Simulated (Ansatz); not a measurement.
Here is the system:

W (space group Pm-3n)

```xyz
8
Lattice="5.0330 0.0000 0.0000 0.0000 5.0330 0.0000 0.0000 0.0000 5.0330" Properties=species:S:1:pos:R:3 pbc="T T T"
W      0.0000     0.0000     0.0000
W      2.5165     2.5165     2.5165
W      0.0000     2.5165     1.2583
W      0.0000     2.5165     3.7748
W      1.2583     0.0000     2.5165
W      3.7748     0.0000     2.5165
W      2.5165     3.7748     0.0000
W      2.5165     1.2583     0.0000
```

The volume is varied about the relaxed value V₀ at fixed cell shape. Symmetry pins the atoms to their sites.

Method: PBEsol (plane waves to 420 eV, PAW, scalar-relativistic; Ansatz, a first-principles code). k mesh 9×9×9 (Γ-centred), Fermi-Dirac smearing 0.05 eV. E stands for the smeared free energy. Stress and pressure are positive under compression. Left out: 2 of 11 points, with atoms too close for the PAW data. Spin-orbit coupling is left out, though W is heavy. This is one of several known forms of W; the measured ambient cells at hand have space group No. 229. W is run without spin polarisation. W was relaxed with its symmetry unable to fall. ΔE is measured from the relaxed starting cell.

The scan covers V/V₀ from 0.904 to 1.160 in 9 points.

Problem. What is the fitted pressure derivative B₀′?

Solution. 4.2.

Problem. What bulk modulus B₀ follows from a third-order Birch-Murnaghan fit?

Solution. 316 GPa.

(Under strain, the slope of the energy per volume gives the stress and its curvature an elastic modulus.)
